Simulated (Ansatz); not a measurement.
LaSiNi4 in space group Cmmm (No. 65; La on 2a, Si on 2c, Ni on 4i, Ni on 4f), plane-wave PAW r²SCAN (Ansatz code), all energies at zero smearing, with the estimated change up to a 700 eV cutoff added, with one set of potentials and settings (totals compare only within such a set). Cell of 6 atoms (1 La, 1 Si, 4 Ni): -30287.935 eV.

| element | reference phase | E (eV/atom) |
|---|---|---|
| La | P6_3/mmc, 4 atoms in the cell | -6264.6784 |
| Si | Fd-3m, 2 atoms in the cell | -639.0667 |
| Ni | Fm-3m, 1 atoms in the cell, spin-polarised | -5845.2912 |

Formation energy per atom, worked out: (-30287.935 − 1×(-6264.6784) − 1×(-639.0667) − 4×(-5845.2912))/6 = -0.504 eV/atom (-49 kJ per mol of atoms), at 0 K, without zero-point energy or fitted corrections.

The workflow started from a Materials Project entry (that database holds measured and hypothetical structures alike); the Crystallography Open Database copy checked does not list it. Whether it is the stable phase at ambient conditions was not checked. The cell was relaxed with r²SCAN under the symmetry of its start; its stability against distortions is not shown here. The run is not spin-polarised. The references are the lowest solids computed at this level, not always the standard phases. Spin–orbit coupling is left out wherever it is not named.

Potentials: the later of the program's two PAW sets.
